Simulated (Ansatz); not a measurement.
Fields on a plane of MoS2 (2H-MoS2 type, space group P6_3/mmc)

```
CELL_PARAMETERS angstrom
      3.10903     0.00000     0.00000
     -1.55452     2.69250     0.00000
      0.00000     0.00000    11.70864
ATOMIC_POSITIONS crystal
  Mo 0.33333 0.66667 0.25000
  Mo 0.66667 0.33333 0.75000
  S  0.33333 0.66667 0.61648
  S  0.66667 0.33333 0.11648
  S  0.66667 0.33333 0.38352
  S  0.33333 0.66667 0.88352
```

The slice is a (-1 1 0 2) plane (indices of the conventional cell) through the point (0.333, 0.667, 0.617) (fractional), spanned by u = [110] and v = [1 -1 1] in vectors of this cell: u (3.11 Å) and v (12.89 Å, at 90° to u). It covers one period; positions are fractions (u, v).

Atoms on it: S at (0.00, 0.00). Other atoms lie within 1 Å of the plane.

Method: PBEsol-D3(BJ) (plane waves to 420 eV, PAW, scalar-relativistic; Ansatz, a first-principles code). k mesh 12×12×3. These are valence fields of a PAW run, semicore shells included where kept as valence: close to a nucleus they are smooth pseudo fields. MoS2 is run without spin polarisation. MoS2 was relaxed with its symmetry unable to fall. The PAW data are Ansatz's earlier set.

```
|##*-.-*#|
|*+-. .-+|
|:.......|
|  :===: |
| :+###+:|
|.-*#*#*-|
|:-+###+-|
|::=***=:|
|::-+++-:|
|:-+#%#+-|
|:-+%@%+-|
|--=#%#=-|
|========|
|*+=-:-=+|
|*+=:.:=+|
|+=-. .-=|
|::.   .:|
|  .:::. |
|  :---: |
|:::---::|
|=--:::--|
|++-:::-+|
|*+=:::=+|
|++=-:-=+|
|==-----=|
|**=-:-=*|
|##*=:=*#|
|.**=:=**|
```
Scale: ten equal steps from -1.25 (start of ' ') to 0.49 (end of '@'), in the order ' .:-=+*#%@'. Values: log₁₀ of the valence density in e/Å³. The map has 8 points along u (one character each, u = 0 at the left) and 28 along v (v = 0 in the bottom row). The scale is logarithmic, as a density can span decades between atoms and voids.

```
|x%@= =@%|
|@@*. .*@|
|=:  .  :|
|  =@@@= |
| -@@@@@-|
| =%*x*%=|
| =%#x#%=|
|.:*%%%*:|
|::::::::|
|=-:=+=:-|
|-::*#*::|
|:. -+- .|
|*+:...:+|
|%%*:.:*%|
|@@#: :#@|
|@@+   +@|
|*=     =|
|   =*=  |
|  :*#*: |
|..:=+=:.|
|-:.:::.:|
|-:.....:|
|::.:::.:|
|..:-=-:.|
|::--:--:|
|##*:.:*#|
|x#%=.=%#|
|xx%*.*%x|
```
Scale: ten equal steps from 0.04 (start of ' ') to 0.92 (end of '@'), in the order ' .:-=+*#%@'. Values: electron localisation function (ELF). The map has 8 points along u (one character each, u = 0 at the left) and 28 along v (v = 0 in the bottom row). Points within 0.5 Å of a nucleus are blanked (x), as the pseudised field means little there.
